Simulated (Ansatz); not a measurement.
TiO$_{2}$ (rutile)

```
TiO2
1.0
    4.59734     0.00000     0.00000
    0.00000     4.59734     0.00000
    0.00000     0.00000     2.95429
Ti O
2 4
Direct
  0.00000   0.00000   0.00000
  0.50000   0.50000   0.50000
  0.30461   0.30461   0.00000
  0.80461   0.19539   0.50000
  0.19539   0.80461   0.50000
  0.69539   0.69539   0.00000
```

The slice is a (-1 2 0) plane (indices of the conventional cell) through the point (0.500, 0.500, 0.500) (fractional), spanned by u = [001] and v = [210] in vectors of this cell: u (2.95 Å) and v (10.28 Å, at 90° to u). It covers one period; positions are fractions (u, v).

Computed with r2SCAN (plane waves to 500 eV, PAW, scalar-relativistic; Ansatz, a program for electronic structure). k mesh 7×7×11. Near the nuclei the fields are pseudised (PAW); where an atom keeps semicore shells as valence, they peak there. The PAW data are Ansatz's earlier set. TiO2 is run without spin polarisation. TiO2 was relaxed with its symmetry unable to fall.

**Question.** Around which element is the density of the highest valence band (whole band, smooth part) largest on this plane?

**Answer.** O. Mean over a disc round each atom, of radius 0.45 times the shortest bond: O 0.119, Ti 0.003 e/Å³.

**Question.** Around which element is the density of the lowest conduction band (whole band as if filled, smooth part) largest on this plane?

**Answer.** Ti. Mean over a disc round each atom, of radius 0.45 times the shortest bond: Ti 0.066, O 0.011 e/Å³.

**Question.** Sketch the electrostatic potential energy of an electron, from the cell's mean on this plane as a map.

**Answer.** 
```
|xxxx    ::    xx|
|xx    xxxxxx    |
|    ::xxxxxx::  |
|++**++xxxxxx++**|
|%%%%##++xx++##%%|
|%%%%##++==++##%%|
|****==..  ..==**|
|xxxx::      ::xx|
|xxxxxx      xxxx|
|xxxxxx::  ::xxxx|
|xxxx++++==++++xx|
|##%%%%%%##%%%%%%|
|@@@@@@@@@@@@@@@@|
|@@@@@@@@@@@@@@@@|
|@@@@@@@@@@@@@@@@|
|##%%%%%%##%%%%%%|
|xxxx++++==++++xx|
|xxxxxx::  ::xxxx|
|xxxxxx      xxxx|
|xxxx::      ::xx|
|****==..  ..==**|
|%%%%##++==++##%%|
|%%%%##++xx++##%%|
|++**++xxxxxx++**|
|    ::xxxxxx::  |
|xx    xxxxxx    |
|xxxx    ::    xx|
|xxxxxx  ::  xxxx|
```
Scale: ten equal steps from 2.00 (start of ' ') to 10.96 (end of '@'), in the order ' .:-=+*#%@'. Values: electrostatic potential energy of an electron, from the cell's mean, in eV. The map has 8 points along u (two characters each, u = 0 at the left) and 28 along v (v = 0 in the bottom row). Points within 0.8 Å of a nucleus are blanked (x), as the pseudised field means little there. Values under 2 eV are set to 2. The zero, the cell's mean, hangs on the PAW cores.
